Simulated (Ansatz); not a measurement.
# Does relaxation matter for the field gradients of WS2 with Mn replacing W?

Start: a supercell of WS2 (space group P6_3/mmc) built from a structure deposited in the COD (the entry's cell lengths or inner coordinates differ somewhat from later room-temperature determinations), with all atoms left at the host's positions.

```
Mn W S
1.0
     6.36000    0.00000    0.00000
    -4.77000    8.26188    0.00000
     0.00000    0.00000   12.50000
Mn W S
1 11 24
Direct
  0.16667 0.22222 0.25000
  0.16667 0.55556 0.25000
  0.16667 0.88889 0.25000
  0.66667 0.22222 0.25000
  0.66667 0.55556 0.25000
  0.66667 0.88889 0.25000
  0.33333 0.11111 0.75000
  0.33333 0.44444 0.75000
  0.33333 0.77778 0.75000
  0.83333 0.11111 0.75000
  0.83333 0.44444 0.75000
  0.83333 0.77778 0.75000
  0.16667 0.22222 0.62500
  0.16667 0.55556 0.62500
  0.16667 0.88889 0.62500
  0.66667 0.22222 0.62500
  0.66667 0.55556 0.62500
  0.66667 0.88889 0.62500
  0.33333 0.11111 0.12500
  0.33333 0.44444 0.12500
  0.33333 0.77778 0.12500
  0.83333 0.11111 0.12500
  0.83333 0.44444 0.12500
  0.83333 0.77778 0.12500
  0.16667 0.22222 0.87500
  0.16667 0.55556 0.87500
  0.16667 0.88889 0.87500
  0.66667 0.22222 0.87500
  0.66667 0.55556 0.87500
  0.66667 0.88889 0.87500
  0.33333 0.11111 0.37500
  0.33333 0.44444 0.37500
  0.33333 0.77778 0.37500
  0.83333 0.11111 0.37500
  0.83333 0.44444 0.37500
  0.83333 0.77778 0.37500
```

Sites (sets of like atoms) are named by element and the number of their first atom in this list.

All values are calculated (Ansatz; DFT, PBE, plane waves and PAW, scalar-relativistic, collinear spin, 420 eV cutoff, Γ-centred 4×3×2 k-points, Fermi–Dirac smearing 0.01 eV), not measured. Start moments as typed (μB): 3 on each Mn, none on the rest.

The largest force at the start is 1.0 eV/Å. Relaxing the ions at fixed cell moves them by 0.129 Å at most (atom 32, S) and 0.047 Å rms.

```json
{"site": "Mn", "atom": "1", "moved (Å)": "0.085", "first shell before": "6 S at 2.41 Å", "first shell after": "6 S at 2.30–2.33 Å", "V_zz before (10²¹ V/m²)": "-0.80", "η before": "0.37"}
{"site": "W2", "atom": "2", "moved (Å)": "0.044", "first shell before": "6 S at 2.41 Å", "first shell after": "6 S at 2.40–2.42 Å", "V_zz before (10²¹ V/m²)": "-19.71", "η before": "0.24"}
{"site": "W3", "atom": "3", "moved (Å)": "0.014", "first shell before": "6 S at 2.41 Å", "first shell after": "6 S at 2.40–2.43 Å", "V_zz before (10²¹ V/m²)": "-19.21", "η before": "0.39"}
{"site": "W4", "atom": "4", "moved (Å)": "0.030", "first shell before": "6 S at 2.41 Å", "first shell after": "6 S at 2.40–2.42 Å", "V_zz before (10²¹ V/m²)": "-18.63", "η before": "0.40"}
{"site": "W5", "atom": "5", "moved (Å)": "0.015", "first shell before": "6 S at 2.41 Å", "first shell after": "6 S at 2.41–2.42 Å", "V_zz before (10²¹ V/m²)": "-20.0", "η before": "0.24"}
{"site": "W6", "atom": "6", "moved (Å)": "0.005", "first shell before": "6 S at 2.41 Å", "first shell after": "6 S at 2.41 Å", "V_zz before (10²¹ V/m²)": "-19.73", "η before": "0.37"}
{"site": "S19", "atom": "19", "moved (Å)": "0.045", "first shell before": "2 W at 2.41 Å, 1 Mn at 2.41 Å", "first shell after": "1 Mn at 2.30 Å, 2 W at 2.40 Å", "V_zz before (10²¹ V/m²)": "-4.91", "η before": "0.82"}
{"site": "S20", "atom": "20", "moved (Å)": "0.129", "first shell before": "1 Mn at 2.41 Å, 2 W at 2.41 Å", "first shell after": "1 Mn at 2.33 Å, 2 W at 2.41–2.42 Å", "V_zz before (10²¹ V/m²)": "5.59", "η before": "0.86"}
{"site": "S21", "atom": "21", "moved (Å)": "0.024", "first shell before": "3 W at 2.41 Å", "first shell after": "3 W at 2.41–2.42 Å", "V_zz before (10²¹ V/m²)": "-4.46", "η before": "0.07"}
{"site": "S22", "atom": "22", "moved (Å)": "0.114", "first shell before": "2 W at 2.41 Å, 1 Mn at 2.41 Å", "first shell after": "1 Mn at 2.32 Å, 2 W at 2.41–2.42 Å", "V_zz before (10²¹ V/m²)": "-4.98", "η before": "0.88"}
{"site": "S23", "atom": "23", "moved (Å)": "0.029", "first shell before": "3 W at 2.41 Å", "first shell after": "3 W at 2.40–2.41 Å", "V_zz before (10²¹ V/m²)": "-4.89", "η before": "0.01"}
```

Q: What are V_zz and η after the relaxation?

A: 

```json
{"site": "Mn", "atom": "1", "V_zz after": "2.04", "η after": "0.05", "change of V_zz": "–"}
{"site": "W2", "atom": "2", "V_zz after": "-17.97", "η after": "0.22", "change of V_zz": "+1.74"}
{"site": "W3", "atom": "3", "V_zz after": "-18.45", "η after": "0.41", "change of V_zz": "+0.76"}
{"site": "W4", "atom": "4", "V_zz after": "-17.90", "η after": "0.42", "change of V_zz": "+0.73"}
{"site": "W5", "atom": "5", "V_zz after": "-19.36", "η after": "0.36", "change of V_zz": "+0.65"}
{"site": "W6", "atom": "6", "V_zz after": "-19.67", "η after": "0.37", "change of V_zz": "+0.06"}
{"site": "S19", "atom": "19", "V_zz after": "-5.70", "η after": "0.70", "change of V_zz": "-0.79"}
{"site": "S20", "atom": "20", "V_zz after": "-6.20", "η after": "0.93", "change of V_zz": "–"}
{"site": "S21", "atom": "21", "V_zz after": "-4.06", "η after": "0.08", "change of V_zz": "+0.40"}
{"site": "S22", "atom": "22", "V_zz after": "-5.73", "η after": "0.82", "change of V_zz": "-0.75"}
{"site": "S23", "atom": "23", "V_zz after": "-4.81", "η after": "0.14", "change of V_zz": "+0.08"}
```

The largest change of V_zz along a kept axis is on W2, from -19.71 to -17.97. The whole tensor moves most on W4, by 3.93 along its most changed direction. In per cent, |V_zz| changes by -9 to 0 on W, -9 to +16 on S (all sites that start above 2, bar those whose gradient vanishes or changes sign or whose main axis turns by over 40°). On S20, Mn the largest principal value lies along another axis in the second run, so the two V_zz can't be compared directly. The table leaves out 13 of the 24 sites, with |V_zz| up to 17.93; their tensors move by 0.46 at most along any direction. The statements above cover all sites. The electronic state changes along with the positions (absolute moment from 2.1 to 1.7 μB, a gap opens), so the changes aren't those of geometry alone. The host's own positions weren't relaxed first, so part of the change far from the defect can be the host's relaxation.

The defect repeats with the cell of 36 atoms, so it feels its images: sites between two images don't show the values beside a lone defect, and zeros or small values of η there can come from the images' arrangement. S and W carry a gradient in the pure host already, so the values there aren't the defect's effect alone. Without spin–orbit coupling the gradients at and beside W can be off by some per cent, at some sites by more.
Before: The defect cell has no gap above 0.1 eV on its mesh, so the values can hang on the smearing and the k-mesh. The neighbours have not yet relaxed around the defect (largest force 1.0 eV/Å), so a real crystal will differ.
After: The relaxation keeps the site symmetry m of the start, so the impurity can move only within its mirror plane; a start off the site could end lower. The run lost most of its start moments on Mn; a state with other moments may lie lower.
